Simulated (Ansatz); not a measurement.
Computed with DFT PBE, scalar-relativistic, plane waves, PAW, and for the lanthanide a 4f-in-core norm-conserving potential (Ansatz). Settings: cutoff 690 eV, Γ-centred meshes spaced at most about 0.3 Å⁻¹, and about 0.25 Å⁻¹ or finer for metals (2π included), Gaussian smearing. No spin polarisation in the final relaxations.

Each of these unrelaxed guesses is relaxed in cell and atoms within its symmetry. A guess keeps its type if space group and coordination stay and the shape of the cell changes little (axis ratios within about 15 %, angles within 6°); the volume may change.

1. TbBe2H2

Space group P6/mmm (No. 191). a = 4.387 Å, b = 4.387 Å, c = 3.799 Å, α = 90.00°, β = 90.00°, γ = 120.00°
```
atom  site  symmetry       x       y       z
  Tb    1b     6/mmm  0.0000  0.0000  0.5000
  Be    2c      -6m2  0.3333  0.6667  0.0000
   H    2d      -6m2  0.3333  0.6667  0.5000
```

2. Sm2B2Rh

Space group P-3m1 (No. 164). a = 4.435 Å, b = 4.435 Å, c = 4.797 Å, α = 90.00°, β = 90.00°, γ = 120.00°
```json
{"atom": "Sm", "site": "2d", "symmetry": "3m.", "x": "0.3333", "y": "0.6667", "z": "0.4680"}
{"atom": "B", "site": "2d", "symmetry": "3m.", "x": "0.3333", "y": "0.6667", "z": "0.1232"}
{"atom": "Rh", "site": "1a", "symmetry": "-3m.", "x": "0.0000", "y": "0.0000", "z": "0.0000"}
```

3. Ho3PRu

Space group Pm-3m (No. 221). a = 5.234 Å, b = 5.234 Å, c = 5.234 Å, α = 90.00°, β = 90.00°, γ = 90.00°
| atom | site | symmetry | x | y | z |
| --- | --- | --- | --- | --- | --- |
| Ho | 3c | 4/mm.m | 0.0000 | 0.5000 | 0.5000 |
| P | 1b | m-3m | 0.5000 | 0.5000 | 0.5000 |
| Ru | 1a | m-3m | 0.0000 | 0.0000 | 0.0000 |

4. Sm2B2Rh

Space group P4/mmm (No. 123). a = 4.140 Å, b = 4.140 Å, c = 5.577 Å, α = 90.00°, β = 90.00°, γ = 90.00°
```tsv
atom	site	symmetry	x	y	z
Sm	2e	mmm.	0.0000	0.5000	0.5000
B	2h	4mm	0.5000	0.5000	0.1991
Rh	1a	4/mmm	0.0000	0.0000	0.0000
```

5. Sm2F

Space group C222 (No. 21). a = 3.085 Å, b = 5.344 Å, c = 7.236 Å, α = 90.00°, β = 90.00°, γ = 90.00°
```csv
atom,site,symmetry,x,y,z
Sm,4k,..2,0.2500,0.2500,0.3400
F,2a,222,0.0000,0.0000,0.0000
```

Question: Which guesses survive the relaxation?

Answer: Guesses 1 and 3 keep their type. Symmetry leaves only the cell edge free in guess 3, so these can't change.

```
guess  kept  start group  end group  V start (Å³/atom)  V end  b/a and c/a, end over start  nearest neighbours start  nearest neighbours end
    1   yes       P6/mmm     P6/mmm               12.7    9.9                   1.00, 1.03           Be 2, H 2, Tb 6         Be 2, H 2, Tb 6
    2    no        P-3m1      P-3m1               16.3   18.8                   1.00, 2.00           B 1, Rh 6, Sm 1         B 6, Rh 6, Sm 4
    3   yes        Pm-3m      Pm-3m               28.7   26.7                   1.00, 1.00          Ho 2, P 6, Ru 12        Ho 2, P 6, Ru 12
    4    no       P4/mmm     P4/mmm               19.1   17.8                   1.00, 0.45          B 1, Rh 16, Sm 8        B 2, Rh 10, Sm 8
    5    no         C222      P-4m2               19.9   27.2                            -               F 10, Sm 10               F 4, Sm 2
```

Neighbours count within 15 % of an atom's shortest distance; end groups are read at 0.02 Å (0.05 Å in metals).

In Sm2F P-4m2 an odd number of valence electrons (the lanthanide is held trivalent, its 4f shell in the core) allows no gap without spin; another valence of the lanthanide, a larger cell or a magnetic state could open one. A magnetic state wasn't ruled out in cells without spin, among them Sm2F P-4m2. Cells relaxed within their symmetry can be saddle points.

The lanthanide is trivalent by construction, without f bands, f moments or other valences.
